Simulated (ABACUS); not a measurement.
Worked example: self-consistent single point of AlN (P6_3mc, 4 atoms in the cell; from Materials Project mp-661, changed as shown) in ABACUS.

Method: PBE, PseudoDojo 0.5 standard norm-conserving PBE (tails mended) pseudopotentials (plane waves; ABACUS).

The change in words: volume scaled by 0.94. Reference geometry (P6_3mc):
```xyz
4
Lattice="3.1286 0.0000 0.0000 -1.5643 2.7094 0.0000 0.0000 0.0000 5.0170" Properties=species:S:1:pos:R:3 pbc="T T T"
Al     1.5643     0.9031     2.5049
Al     0.0000     1.8063     5.0134
N      1.5643     0.9031     4.4185
N      0.0000     1.8063     1.9100
```

Reference input (self-consistent single point, DFT, PBE, plane waves, PseudoDojo 0.5 standard norm-conserving PBE (tails mended) pseudopotentials): KPT = Gamma 10 10 6 0 0 0; basis_type = pw; dft_functional = PBE; ecutwfc = 84 Ry; smearing_method = fixed; potentials = PseudoDojo 0.5 standard norm-conserving PBE (tails mended); symmetry = 1; symmetry_prec = 1e-05; ks_solver = dav_subspace; scf_nmax = 100; scf_thr = 1.0e-09 Ry; mixing_type = broyden. This run's input differs from it in these lines:

```diff
@@ -27,5 +27,5 @@
 LATTICE_VECTORS
-   3.1285900000    0.0000000000    0.0000000000
-  -1.5642950000    2.7094380000    0.0000000000
-   0.0000000000    0.0000000000    5.0169600000
+   3.0647230000    0.0000000000    0.0000000000
+  -1.5323610000    2.6541280000    0.0000000000
+   0.0000000000    0.0000000000    4.9145440000
 
@@ -37,4 +37,4 @@
 2
-   2.9560920842    1.7066968839    4.7336089060 1 1 1
-  -0.0000029561    3.4133988878    9.4739490951 1 1 1
+   2.8957467696    1.6718566680    4.6369772228 1 1 1
+  -0.0000022658    3.3437183517    9.2805483165 1 1 1
 
@@ -43,4 +43,4 @@
 2
-   2.9560920842    1.7066968839    8.3497300159 1 1 1
-  -0.0000029561    3.4133988878    3.6093898268 1 1 1
+   2.8957467696    1.6718566680    8.1792789959 1 1 1
+  -0.0000022658    3.3437183517    3.5357079022 1 1 1
 # file: KPT
```

Output (repeated stretches shortened):

```
 SELF-CONSISTENT
 -------------------------------------------
                                 init_chg = atomic

 PW ALGORITHM --------------- ION=   1  ELEC=   1--------------------------------

 Density error is 1.20329578499
                          Error Threshold = 0.01
 E_KohnSham     -50.7377908717       -690.3230597880
 E_Fermi        0.3293068341         4.4804493347

 PW ALGORITHM --------------- ION=   1  ELEC=   2--------------------------------

 Density error is 0.439641981953
                          Error Threshold = 0.00752059865618
 E_KohnSham     -51.0848986071       -695.0457028094
   [... lines left out ...]

 Density error is 1.17218438912e-09
                          Error Threshold = 1.65701292015e-11
 E_KohnSham     -51.1701111880       -696.2050794497
 E_Fermi        0.5587478210         7.6021541109

 PW ALGORITHM --------------- ION=   1  ELEC=  10--------------------------------

 Density error is 3.77000586757e-11
                          Error Threshold = 7.326152432e-12
 E_KohnSham     -51.1701111881       -696.2050794513
 E_KS(sigma->0) -51.1701111881       -696.2050794513
 E_entropy(-TS) 0.0000000000         0.0000000000
 E_Fermi        0.5587520122         7.6022111355
 charge density convergence is achieved
 final etot is -696.20507945 eV
 EFERMI = 7.6022111355 eV

 STATE ENERGY(eV) AND OCCUPATIONS    NSPIN == 1
   [... 15 lines left out ...]

 TOTAL-FORCE (eV/Angstrom)
                       Al1         0.0000000000         0.0000000000        -0.0265484246
                       Al2         0.0000000000         0.0000000000        -0.0265484246
                        N1         0.0000000000         0.0000000000         0.0265484246
                        N2         0.0000000000         0.0000000000         0.0265484246

 TOTAL-STRESS (KBAR)
       137.4668560637        -0.0000258968         0.0000000000
        -0.0000258968       137.4668533251         0.0000000000
         0.0000000000         0.0000000000       127.7861661471
 TOTAL-PRESSURE: 134.239959 KBAR

 --------------------------------------------
 !FINAL_ETOT_IS -696.2050794512592802 eV
 --------------------------------------------
```

The run converged in 10 iterations. Against the reference run the free energy goes up by 25.3 meV/atom, the pressure goes from -0.09 to 13.42 GPa, the largest force goes from 0.003 to 0.027 eV/Å and the gap on the mesh goes from 4.055 to 4.603 eV.

The structure comes from a collection of computed structures, made at another level of theory; the collection holds predicted forms beside known ones.

Cost on one core: very roughly 90 core-seconds.

“Tails mended”: in these copies of the files the far tail of each local potential was reset to the Coulomb form.
